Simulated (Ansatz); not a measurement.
K$_{2}$LiRhF$_{6}$ in space group Fm-3m (No. 225; K on 8c, Li on 4b, Rh on 4a, F on 24e), the program Ansatz at the LDA level (PAW). The conduction-band minimum lies at X, with 3 equivalent valleys. Second derivatives d²E/dk² of the lowest band at one valley (eV·Å²), along Cartesian directions:

| direction | d²E/dk² |
|---|---|
| [100] | 2.084 |
| [010] | 2.952 |
| [001] | 2.952 |
| [110] | 2.517 |
| [101] | 2.517 |
| [011] | 2.952 |

### Question
Find the principal effective masses, the density-of-states mass and the conductivity mass.

### Answer
Off-diagonal terms follow from H_xy = H[110] − (H_xx + H_yy)/2, and m*/mₑ = 7.620 eV·Å² over each eigenvalue: 2.6, 2.6, 3.7. One valley's DOS mass (m₁m₂m₃)^(1/3) = 2.9, conductivity mass 3/(Σ 1/mᵢ) = 2.9 mₑ.

### Question
What effective density of states Nc follows at 300 K for parabolic valleys?

### Answer
Nc = 2.509e19 × 3 × (2.9)^(3/2) ≈ 3.7e20 cm⁻³.

### Question
With the computed static dielectric constant 7.20 (mean of the diagonal), estimate a hydrogenic donor's binding energy and radius.

### Answer
E = 13.606 eV × 2.9/7.20² ≈ 760 meV; a = 0.529 Å × ε/m* ≈ 1.3 Å. Semilocal masses tend to be too small where the gap is.

The workflow started from a Materials Project entry (that database holds measured and hypothetical structures alike); the Crystallography Open Database copy checked does not list it. Whether it is the stable phase at ambient conditions was not checked. The LDA relaxation kept the symmetry of its start; phonons on a q-mesh show no instability. The run is not spin-polarised. Scalar-relativistic: spin–orbit coupling is off unless named, which matters more the heavier the elements.

Potentials: the later of the program's two PAW sets.
